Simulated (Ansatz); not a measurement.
Level of theory: DFT PBE, scalar-relativistic, plane waves, PAW (Ansatz). All cells share a 420 eV cutoff and Γ-centred k meshes spaced about 0.3 Å⁻¹ or finer (0.25 for metals, 2π included). No spin polarisation in the final relaxations.

All energies are static (0 K, no zero-point motion). All come from trial cells, and lower structures may exist.

Question: Order these relaxed structures of BeTe₃ by energy, lowest first, with the energy over the lowest of them.
A.

```
CELL_PARAMETERS angstrom
3.85523 0.00000 0.00000
0.00000 3.85523 0.00000
0.00000 0.00000 16.38554
ATOMIC_POSITIONS crystal
Be 0.00000 0.50000 0.09020
Be 0.50000 0.00000 0.90980
Te 0.50000 0.50000 0.17812
Te 0.50000 0.50000 0.82188
Te 0.00000 0.00000 0.00000
Te 0.00000 0.50000 0.36315
Te 0.00000 0.00000 0.50000
Te 0.50000 0.00000 0.63685
```

B.

```
CELL_PARAMETERS angstrom
5.70854 0.00000 0.00000
0.00000 5.70854 0.00000
0.00000 0.00000 8.28793
ATOMIC_POSITIONS crystal
Be 0.00000 0.00000 0.00000
Be 0.50000 0.50000 0.00000
Te 0.72582 0.77418 0.83368
Te 0.27418 0.22582 0.83368
Te 0.77418 0.27418 0.16632
Te 0.22582 0.72582 0.16632
Te 0.50000 0.00000 0.36996
Te 0.00000 0.50000 0.63004
```

Answer: B (0 meV/atom), A (159 meV/atom). Forms: B P-42_1m; A P-4m2. Counting Te atoms around Be (those within 1.25 times the shortest such distance or 1.15 times the sum of covalent radii, 1.27 where that leaves under three): B has Be 4; A has Be 4. B holds Te–Te units of three or more atoms (shortest 2.78 Å); A holds Te–Te nets (shortest 2.96 Å).

Weakly bound directions are ill-defined at this level, which has no dispersion term (P-42_1m, P-4m2), and this can change margins and order among such cells. These runs have no spin–orbit coupling, which can matter for Te. With atoms moved at random, P-42_1m (by 7 meV/atom) fell into a lower structure. Without a clear test, and held by symmetry: P-4m2.

Some structure types and database cells were kept out of the candidates from the start, so a known form may be missing.
